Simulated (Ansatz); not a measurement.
## What DFT gives for B$_{2}$Au

```
B Au
1.0
     4.97382    0.00000    0.00000
     0.00000    3.06781    0.00000
     0.00000    0.00000    4.33134
B Au
4 2
Direct
  0.05900 0.25000 0.63900
  0.44100 0.25000 0.63900
  0.55900 0.75000 0.36100
  0.94100 0.75000 0.36100
  0.25000 0.25000 0.15080
  0.75000 0.75000 0.84920
```

The numbers come from plane-wave PAW DFT (Ansatz): PBE, no spin polarisation, 420 eV, 7×10×7 Γ-centred k points, fermi-dirac occupations (width 0.1 eV). Nothing was relaxed.

Is there a gap?

It is a metal, with about 1.6 states/eV a cell as the mean within 0.25 eV of the Fermi level, mostly B p (64 %) and Au d (22 %).

How is the charge shared?

Bader charges in e: B +0.03, Au -0.06. In the mean B gives up most and Au takes most.

What does the stress say?

The pressure is -5.1 GPa (compression positive), so with the atoms held at these fractions the cell would first shrink; the forces are large, so a full relaxation may end otherwise. The principal stresses -18.0, -1.1, 3.8 GPa differ, so its shape would change too.

Where is the largest force?

The largest is on B1 (and as large on other atoms): 1.70 eV/Å, components (1.07, 0.00, -1.32). It makes 51° with the line to a nearest neighbour, B2 at 1.90 Å.

Origin: a known structure type with other elements, at an estimated volume, so it need not be a known compound. Caveats: atoms or cell far from equilibrium.
